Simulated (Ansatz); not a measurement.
## Computed properties of Cl

Cl:
```
CELL_PARAMETERS angstrom
      2.82065     0.00000     0.00000
      0.00000     2.82065     0.00000
      0.00000     0.00000     2.82065
ATOMIC_POSITIONS crystal
  Cl 0.00000 0.00000 0.00000
```

Space group Pm-3m (No. 221), simple cubic; conventional cell a = b = c = 2.821 Å, α = β = γ = 90.00°.

Method: plane-wave PAW PBE+D3(BJ) (Ansatz code). The cell and atoms are relaxed at this level. Other levels are named where they apply.

Cell and energy:

```json
{
 "volume_per_atom": "22.44 Å³",
 "density": "2.62 g/cm³"
}
```

Electronic structure:

```json
{
  "electronic_character": "metallic (no gap)",
  "Density of states at the Fermi level": "1.4 states/eV per atom (mean over ±0.08 eV)"
}
```

Mechanics:

```json
{
 "Bulk modulus (Birch–Murnaghan fit)": "39.3 GPa",
 "Pressure derivative B′": "5.2",
 "Elastic constants (relaxed ions, GPa)": "C11 = -98.8, C12 = 108, C44 = 3.8",
 "mechanical_stability": "unstable (C has a negative eigenvalue)"
}
```

Phonons:

```json
{
 "dynamical_stability_on_the_path": "unstable, down to 162i cm⁻¹"
}
```

A made-up cell: these elements were put on the sites of a structure type; neither database checked (COD, Materials Project) lists it. It is not the usual solid phase (space group No. 64). Symmetry was held in the PBE+D3(BJ) relaxation. The substance is a gas or liquid at ambient conditions. With an odd number of electrons in the cell and no spin polarisation, the count alone makes it a metal. As this level gives no gap, shear constants depend on the k-mesh and smearing (Fermi–Dirac, 0.1 eV here). As this level gives no gap, phonon frequencies hold no LO–TO term and depend on the k-mesh and smearing (Fermi–Dirac, 0.1 eV here).

Potentials: the later of the program's two PAW sets.
